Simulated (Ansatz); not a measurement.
Computed with DFT PBE, scalar-relativistic, plane waves, PAW (Ansatz 0.2.0). Settings: cutoff 420 eV, Γ-centred meshes spaced at most about 0.3 Å⁻¹, and about 0.25 Å⁻¹ or finer for metals (2π included), Gaussian smearing. No spin polarisation in the final relaxations.

These are static total energies at zero pressure.

Two forms of Ge5I3 were relaxed alike.

A.

```
Ge I
1.0
     6.90302    0.00000    0.00000
    -3.45151    5.97819    0.00000
     0.00000    0.00000    5.72828
Ge I
5 3
Direct
  0.50000 0.00000 0.50000
  0.00000 0.50000 0.50000
  0.50000 0.50000 0.50000
  0.00000 0.00000 0.71517
  0.00000 0.00000 0.28483
  0.50000 0.00000 0.00000
  0.00000 0.50000 0.00000
  0.50000 0.50000 0.00000
```

B.

```
Ge I
1.0
    10.06701    0.00000    0.00000
    -5.03351    8.71829    0.00000
     0.00000    0.00000    5.05328
Ge I
5 3
Direct
  0.33333 0.66667 0.00000
  0.66667 0.33333 0.00000
  0.33333 0.66667 0.50000
  0.66667 0.33333 0.50000
  0.00000 0.00000 0.50000
  0.50000 0.00000 0.00000
  0.00000 0.50000 0.00000
  0.50000 0.50000 0.00000
```

**Question.** Which form is favoured at zero pressure, and by what margin per atom?

**Answer.** A is lower, by 0.35 eV/atom. A has space group P6/mmm (No. 191), 29.5 Å³/atom and no gap on its mesh; B has space group P6/mmm (No. 191), 55.4 Å³/atom and no gap. Counting I atoms around Ge (those within 1.25 times the shortest such distance or 1.15 times the sum of covalent radii; the shortest distance is added where it is long for a bond; a slash parts the counts of unlike sites), A has Ge 2/6 from 3.8 Å and B has Ge 3/6 from 3.9 Å/12 from 5.6 Å. A holds Ge–Ge pairs (shortest 2.47 Å); B holds Ge–Ge chains (shortest 2.53 Å). The denser one is the lower, and pressure would at first widen the difference. Even the lower one lies +0.54 eV/atom against the reference forms of the elements (uncorrected), so neither is stable at this level. In A, around Ge on a site of symmetry mmm lie 2 I at 2.86 Å, 4 Ge at 3.45 Å and 4 Ge at 3.66 Å; around Ge on a site of symmetry 6mm lie 1 Ge at 2.47 Å, 1 Ge at 3.26 Å and 6 Ge at 3.66 Å; around I lie 2 Ge at 2.86 Å. In B, Ge on a site of symmetry -6m2 has 2 Ge at 2.53 Å and 3 I at 2.91 Å; Ge on a second site of symmetry -6m2 is surrounded by 2 Ge at 2.53 Å; I has 2 Ge at 2.91 Å, 4 Ge at 3.85 Å, 6 I at 5.03–5.05 Å, 4 Ge at 5.63 Å and 4 Ge at 5.83 Å; 1 more site not described. Both come from invented guesses.

These runs have no spin–orbit coupling, which can matter for I. In P6/mmm at 29.5 Å³/atom, P6/mmm at 55.4 Å³/atom an odd number of electrons in the primitive cell allows no gap without spin; a larger cell or a magnetic state could open one. A magnetic state wasn't ruled out in cells without spin, among them P6/mmm at 29.5 Å³/atom, P6/mmm at 55.4 Å³/atom. Cells relaxed within their symmetry can be saddle points.
